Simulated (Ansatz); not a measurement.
# TiC2: computed property card

TiC2:
```xyz
3
Lattice="2.5985 0.0000 0.0000 -1.2992 2.2503 0.0000 0.0000 0.0000 4.1251" Properties=species:S:1:pos:R:3 pbc="T T T"
Ti     0.0000     0.0000     0.0000
C      0.0000     1.5002     2.2707
C      1.2992     0.7501     1.8544
```

Space group P-3m1 (No. 164); conventional cell a = 2.5985 Å, b = 2.5985 Å, c = 4.1251 Å, α = 90.00°, β = 90.00°, γ = 120.00°.

Method: the program Ansatz at the PBEsol level (PAW). Geometry: relaxed at this level of theory. Other levels are named where they apply.

Cell and energy:

Volume per atom: 8.04 Å³
Density: 4.95 g/cm³
Formation energy from the elements (no fitted shifts): 0.34 eV/atom

Electronic structure:

Electronic character: metallic (no gap)
Density of states at the Fermi level: 0.41 states/eV per atom (mean over ±0.08 eV)

Mechanics:

- Bulk modulus (Birch–Murnaghan fit) = 235 GPa
- Pressure derivative B′ = 3.8
- Elastic constants (relaxed ions, GPa) = C11 = 714, C12 = 186, C13 = 113, C14 = 8.9, C33 = 308, C44 = 29.3
- Mechanical stability = stable (all eigenvalues of C positive)
- Hill bulk and shear moduli = 260 and 106 GPa
- Young's modulus = 281 GPa
- Poisson's ratio = 0.32
- Debye temperature from the elastic constants = 772 K

Phonons:

- Highest zone-centre frequency: 1096 cm⁻¹
- Zone-centre stability: no imaginary mode at Γ

The start of the workflow was typed in or built on a structure type; neither database checked (COD, Materials Project) lists it. Its standing as an ambient phase is unchecked. The cell was relaxed with PBEsol under the symmetry of its start. The run is not spin-polarised. Its formation energy is positive at this level, so the cell may be metastable or incomplete. As this level gives no gap, shear constants depend on the k-mesh and smearing (Fermi–Dirac, 0.1 eV here). As this level gives no gap, phonon frequencies hold no LO–TO term and depend on the k-mesh and smearing (Fermi–Dirac, 0.1 eV here). The references are the lowest solids computed at this level, not always the standard phases.

Potentials: the earlier of the program's two PAW sets. The files were generated under PBE; for other functionals the program regenerates the frozen cores, and for LDA and PBEsol the local potential too.
